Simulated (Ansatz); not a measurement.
Relaxed-ion elastic tensor of Au (fcc (Cu type), Fm-3m) in GPa (Voigt order), DFT-LDA in the program Ansatz with PAW potentials; density 19.75 g/cm³, 16.56 Å³ per atom.

```
 214   186   186   0.0   0.0   0.0
 186   214   186   0.0   0.0   0.0
 186   186   214   0.0   0.0   0.0
 0.0   0.0   0.0  37.6   0.0   0.0
 0.0   0.0   0.0   0.0  37.6   0.0
 0.0   0.0   0.0   0.0   0.0  37.6
```

Task: Is the crystal mechanically stable?

Result: Yes: the smallest eigenvalue of C is 28.2 GPa.

Task: Work out the Voigt, Reuss and Hill averages.

Result: K_V = 195, K_R = 195, K_H = 195; G_V = 28.2, G_R = 22.5, G_H = 25.4 GPa.

Task: Give Young's modulus, Poisson's ratio, Pugh's ratio and the universal anisotropy index.

Result: E = 9KG/(3K + G) = 72.9 GPa; ν = 0.44; K/G = 7.70 (ductile by the Pugh limit of 1.75); A_U = 5G_V/G_R + K_V/K_R − 6 = 1.25.

Task: Estimate the sound speeds and the Debye temperature.

Result: v_l = √((K + 4G/3)/ρ) = 3410 m/s, v_t = √(G/ρ) = 1130 m/s, mean 1290 m/s; Θ = (h/k)(3n/4πV)^(1/3) v_m = 151 K.

Task: Give the Zener ratio and Young's modulus along [100], [110] and [111].

Result: A = 2C44/(C11 − C12) = 2.67; 1/E = S11 − 2(S11 − S12 − S44/2)Γ with Γ = 0, 1/4, 1/3 gives 41.2, 76.1, 106 GPa.

Task: Solve the Christoffel equation for the three sound speeds along [100], [110], [111].

Result: Eigenvalues of C_ijkl n_j n_l equal ρv². In km/s, slowest first: [100] 1.38, 1.38, 3.29; [110] 0.84, 1.38, 3.47; [111] 1.05, 1.05, 3.52.

Symmetry was held in the LDA relaxation. As this level gives no gap, shear constants depend on the k-mesh and smearing (Fermi–Dirac, 0.1 eV here). Scalar-relativistic: spin–orbit coupling is off unless named, which matters more the heavier the elements.

Potentials: the later of the program's two PAW sets.
